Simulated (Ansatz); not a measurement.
The relaxed structure here is a generated cell of CuI: the first start was made by placing the elements on the sites of a structure type, and the end was not matched to a known phase here, so it may be hypothetical. Known forms of CuI include space group No. 216.

A structure of CuI relaxed with PBEsol (plane waves to 420 eV, PAW, scalar-relativistic; Ansatz, a program for electronic structure); single points at other levels follow on the same geometry (Ansatz, PAW; PBEsol+SOC at 420 eV on a 9×9×4 k-mesh; spin-orbit coupling only where +SOC is written). Space group P6₂22 (No. 180).

```
CELL_PARAMETERS angstrom
      4.16208     0.00000     0.00000
     -2.08104     3.60447     0.00000
      0.00000     0.00000     9.51129
ATOMIC_POSITIONS crystal
  Cu 0.50000 0.00000 0.00000
  Cu 0.00000 0.50000 0.66667
  Cu 0.50000 0.50000 0.33333
  I  0.50000 0.00000 0.50000
  I  0.00000 0.50000 0.16667
  I  0.50000 0.50000 0.83333
```

| level | gap (eV) | kind | conduction minimum |
|---|---|---|---|
| PBEsol | 0.65 | indirect | Γ |
| PBEsol+SOC | (withheld) | (withheld) | (withheld) |

Task: Fill in the missing entries.

Result: 
- PBEsol+SOC, gap (eV): 0.63
- PBEsol+SOC, kind: indirect
- PBEsol+SOC, conduction minimum: Γ

The shift from spin-orbit coupling is approximate. No spin polarisation in the result.

The run could not lose the symmetry of its start; a randomly shaken copy of 12 atoms returns to this structure.
